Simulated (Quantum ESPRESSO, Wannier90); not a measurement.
## Tight-binding from DFT: Ba(ZnSi)₂ (I4/mmm)

Structure: Materials Project mp-1070267, symmetrised, not relaxed again. Not found in the COD (Crystallography Open Database) copy used; not checked further. Computed values, not measurements, from PBEsol: Quantum ESPRESSO (norm-conserving PseudoDojo potentials, cutoff 68 Ry, no spin polarisation, no spin-orbit coupling) on a Γ-centred 4×4×4 mesh, then Wannier90. Density: 8×8×8 mesh, cold smearing 0.01 Ry. Spin-orbit coupling is left out although heavy elements are present.

```
begin unit_cell_cart
ang
    4.5056800000    0.0000000000    0.0000000000
    0.0000000000    4.5056800000    0.0000000000
   -2.2528400000   -2.2528400000    5.0671200000
end unit_cell_cart
mp_grid = 4 4 4
```

Problem. Which shells of neighbouring k-points and which b-vectors and weights does Wannier90 pick for this cell and mesh?

Solution. 
```
 *---------------------------------- K-MESH ----------------------------------*
 +----------------------------------------------------------------------------+
 |                    Distance to Nearest-Neighbour Shells                    |
 |                    ------------------------------------                    |
 |          Shell             Distance (Ang^-1)          Multiplicity         |
 |          -----             -----------------          ------------         |
 |             1                   0.309998                      2            |
 |             2                   0.381529                      8            |
 |             3                   0.493031                      4            |
 |             4                   0.581173                      8            |
 |             5                   0.582390                      8            |
 |             6                   0.619996                      2            |
 |             7                   0.697252                      4            |
 |             8                   0.763059                      8            |
       ... (lines left out)
 +----------------------------------------------------------------------------+
 | The b-vectors are chosen automatically                                     |
 | The following shells are used:                       1,  2                 |
 +----------------------------------------------------------------------------+
 |                        Shell   # Nearest-Neighbours                        |
 |                        -----   --------------------                        |
 |                          1               2                                 |
 |                          2               8                                 |
 +----------------------------------------------------------------------------+
 | Completeness relation is fully satisfied [Eq. (B1), PRB 56, 12847 (1997)]  |
 +----------------------------------------------------------------------------+
 |                  b_k Vectors (Ang^-1) and Weights (Ang^2)                  |
 |                  ----------------------------------------                  |
 |            No.         b_k(x)      b_k(y)      b_k(z)        w_b           |
 |            ---        --------------------------------     --------        |
 |             1         0.000000    0.000000    0.309998     3.146049        |
 |             2         0.000000    0.000000   -0.309998     3.146049        |
 |             3         0.000000    0.348626    0.154999     2.056937        |
 |             4         0.348626    0.000000    0.154999     2.056937        |
 |             5         0.000000    0.348626   -0.154999     2.056937        |
 |             6         0.348626    0.000000   -0.154999     2.056937        |
 |             7         0.000000   -0.348626   -0.154999     2.056937        |
 |             8         0.000000   -0.348626    0.154999     2.056937        |
 |             9        -0.348626    0.000000   -0.154999     2.056937        |
 |            10        -0.348626    0.000000    0.154999     2.056937        |
```
